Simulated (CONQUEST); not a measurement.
Set-up for a self-consistent single point of C (Pmm2, 8 atoms in the cell; from Materials Project mp-48, changed as shown).

```
C
1.0
    2.46729     0.00000     0.00000
    0.00000     4.27347     0.00000
    0.00000     0.00000     7.80307
C
8
Direct
  0.00000   0.98128   0.25000
  0.00000   0.00000   0.75000
  0.00000   0.33333   0.25000
  0.50000   0.16667   0.75000
  0.50000   0.50000   0.25000
  0.50000   0.50000   0.75000
  0.50000   0.83333   0.25000
  0.00000   0.66667   0.75000
```

All values come from this method and carry its errors: LDA (PW92), numerical atomic orbitals double-zeta with polarisation (the shipped basis), PseudoDojo norm-conserving potentials made for LDA in CONQUEST.

CONQUEST settings:

basis: DZP
Diag.MPMeshX, Y, Z: 7 4 2
potentials: PseudoDojo norm-conserving LDA
Grid.GridCutoff: 140 Ha
DM.SolutionMethod: diagon
Diag.kT: 0.003675 Ha
Diag.GammaCentred: true
minE.SCTolerance: 1.0e-06
SC.MaxIters: 100
SC.LinearMixingFactor: 0.3
SC.KerkerPreCondition: true
SC.KerkerFactor: 0.5 1/bohr
AtomMove.TypeOfRun: static

Problem. Estimate, at this level of theory: pressure and largest force (vector length).

Solution. The run gave:

```
Property                            Value
-----------------------------  ----------
Pressure                        -0.45 GPa
Largest force (vector length)  4.984 eV/Å
```

For comparison: a first run was changed to give this one (atom 1 moved by -0.08 angstrom along y), and from it to this one the free energy rises by 24.6 meV/atom, the pressure goes from -1.10 to -0.45 GPa and the largest force goes from 0.245 to 4.984 eV/Å.

The program uses no crystal symmetry, so grid and mesh can part values that symmetry would make equal. The atom-centred basis is finite, which shifts total energies, pressures and forces against plane waves. Forces above 1 eV/Å remain at this geometry, of which the finite basis can carry a part. The structure comes from a collection of computed structures, made at another level of theory; the collection holds predicted forms beside known ones.

Cost on one core: about 90 core-seconds (a rough figure).
